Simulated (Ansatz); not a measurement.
This run works on a generated trial structure, not on a known crystal.

Input and command of a plane-wave DFT calculation in Ansatz:

```yaml
crystal:
  lattice:
    - [4.82673954, 0.0, 0.0]
    - [-2.41336977, 4.18007906, 0.0]
    - [0.0, 0.0, 8.05512257]
  atoms:
    - { symbol: Zr, position: [0.33333333, 0.66666667, 0.75] }
    - { symbol: Zr, position: [0.66666667, 0.33333333, 0.25] }
    - { symbol: Se, position: [0.33333333, 0.66666667, 0.25] }
    - { symbol: Se, position: [0.66666667, 0.33333333, 0.75] }
    - { symbol: Br, position: [0.0, 0.0, 0.0] }
    - { symbol: Br, position: [0.0, 0.0, 0.5] }
basis:
  ecutwfc: 420
kpoints:
  mp_grid: { grid: [6, 6, 2] }
hamiltonian:
  xc: pbe
scf:
  occupations: { method: gaussian, width: 0.1 }
  lower_state_search: "off"
output:
  forces: true
  stress: true
  eigenvalues: true
relax:
  adjacent_minimum: "off"
  f_tol: 0.04
  max_steps: 70
  cell: { stress_tol: 0.4 }
```

```bash
ansatz run input.yaml --threads 1 --pin off --max-ram 2048MiB --backend cpu --events-out ev --progress --plain --runs-dir out
```

Processor: Arm Neoverse N1, 1 thread, on a host shared with other jobs.

**Question.** How long does it run, and how much memory does it take?

**Answer.** About 2.2 min, peak memory 0.5 GiB. It solves 42 bands at 14 k points (after reduction by symmetry) with about 2535 plane waves (on the last cell), in 79 SCF iterations over 12 ionic steps.
